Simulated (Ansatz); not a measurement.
**Data sheet: ZrN (DFT)**

ZrN:
```cif
data_N3Zr3
_chemical_formula_sum 'Zr3 N3'
_space_group_name_H-M_alt 'Pm-3m'
_space_group_IT_number 221
_space_group_name_Hall '-P 4 2 3'
_cell_length_a 4.43180
_cell_length_b 4.43180
_cell_length_c 4.43180
_cell_angle_alpha 90.000
_cell_angle_beta 90.000
_cell_angle_gamma 90.000
loop_
_atom_site_label
_atom_site_type_symbol
_atom_site_symmetry_multiplicity
_atom_site_Wyckoff_symbol
_atom_site_fract_x
_atom_site_fract_y
_atom_site_fract_z
_atom_site_occupancy
Zr1 Zr 3 c 0.00000 0.50000 0.50000 1
N1 N 3 d 0.00000 0.00000 0.50000 1
```

Space group Pm-3m (No. 221); conventional cell a = 4.4318 Å, b = 4.4318 Å, c = 4.4318 Å, α = 90.00°, β = 90.00°, γ = 90.00°.

Method: the program Ansatz at the PBEsol level (PAW). The cell and atoms are relaxed at this level. Other levels are named where they apply.

Cell and energy:

| Item | Result |
|---|---|
| Volume per atom | 14.51 Å³ |
| Density | 6.02 g/cm³ |
| Formation energy from the elements (no fitted shifts) | -0.76 eV/atom |

Electronic structure:

| Item | Value |
|---|---|
| Electronic character | metallic (no gap) |
| Density of states at the Fermi level | 0.81 states/eV per atom (mean over ±0.08 eV) |
| Gap with spin–orbit coupling | none (metallic) |

Mechanics:

| Quantity | Value |
|---|---|
| Bulk modulus (Birch–Murnaghan fit) | 187 GPa |
| Pressure derivative B′ | 4.0 |
| Elastic constants (relaxed ions, GPa) | C11 = 343, C12 = 111, C44 = 49.6 |
| Mechanical stability | stable (all eigenvalues of C positive) |
| Hill bulk and shear moduli | 188 and 70.2 GPa |
| Young's modulus | 187 GPa |
| Poisson's ratio | 0.33 |
| Debye temperature from the elastic constants | 468 K |

Phonons:

| Item | Value |
|---|---|
| Highest zone-centre frequency | 457 cm^-1 |
| Zone-centre stability | no imaginary mode at Γ |

The start of the workflow was typed in or built on a structure type; neither database checked (COD, Materials Project) lists it. It is not the phase usual at ambient conditions (space group No. 225). The cell was relaxed with PBEsol under the symmetry of its start. No spin polarisation was allowed. The volume moved by 17 % from the start of the relaxation. With an odd number of electrons in the cell and no spin polarisation, the count alone makes it a metal. As this level gives no gap, shear constants depend on the k-mesh and smearing (Fermi–Dirac, 0.1 eV here). As this level gives no gap, phonon frequencies hold no LO–TO term and depend on the k-mesh and smearing (Fermi–Dirac, 0.1 eV here). The references are the lowest solids computed at this level, not always the standard phases (solids in place of the gases). Spin–orbit coupling is left out wherever it is not named.

Potentials: the earlier of the program's two PAW sets. The files were generated under PBE; for other functionals the program regenerates the frozen cores, and for LDA and PBEsol the local potential too.
